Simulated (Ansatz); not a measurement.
ZrO2:
Space group P4₂/nmc, origin choice 1 (No. 137); a = 3.621 Å, b = 3.621 Å, c = 5.283 Å, α = 90.00°, β = 90.00°, γ = 90.00°

| atom | site | symmetry | x | y | z |
|---|---|---|---|---|---|
| Zr | 2a | -4m2 | 0.0000 | 0.0000 | 0.0000 |
| O | 4d | 2mm. | 0.5000 | 0.0000 | 0.1928 |

Relaxed with PBE. Plane-wave PAW PBE (Ansatz code) gives a gap of 4.03 eV.

Q: What gap does HSE06 give on the same cell (Ansatz, PAW)?

A: 5.68 eV, 1.64 eV more. The hybrid was solved on a coarser mesh and at special points; its gap is the smallest among all of these.

```tsv
k	v1 PBE	c1 PBE	v1 HSE06	c1 HSE06
Γ	-0.10	4.03	-0.08	5.68
Z	-0.02	4.55	___	___
M	-0.54	5.05	___	___
A	-0.12	5.08	___	___
R	-0.80	4.51	-0.88	6.17
X	-0.13	4.42	___	___
```

Q: Top valence (v1) and lowest conduction level (c1) in eV from each method's valence maximum (which need not be a listed point): supply the withheld HSE06 values.

A: 
- Z, v1 HSE06: 0.00
- Z, c1 HSE06: 6.25
- M, v1 HSE06: -0.55
- M, c1 HSE06: 6.80
- X, v1 HSE06: -0.14
- X, c1 HSE06: 6.06
- A, v1 HSE06: -0.10
- A, c1 HSE06: 6.82

Cost on shared cores: the PBE run (SCF on a 8×8×5 mesh, then bands and DOS) roughly 50 core-seconds, the HSE06 run (SCF on 5×5×3, then a few points) very roughly 2.8 core-minutes; the tasks are unlike.

Space group P4_2/nmc. This is a known high-temperature phase of the composition, computed here at zero pressure and temperature. Symmetry was held in the PBE relaxation; its stability against distortions is not shown here. The run is not spin-polarised. Spin–orbit coupling is left out wherever it is not named.

Potentials: the later of the program's two PAW sets.
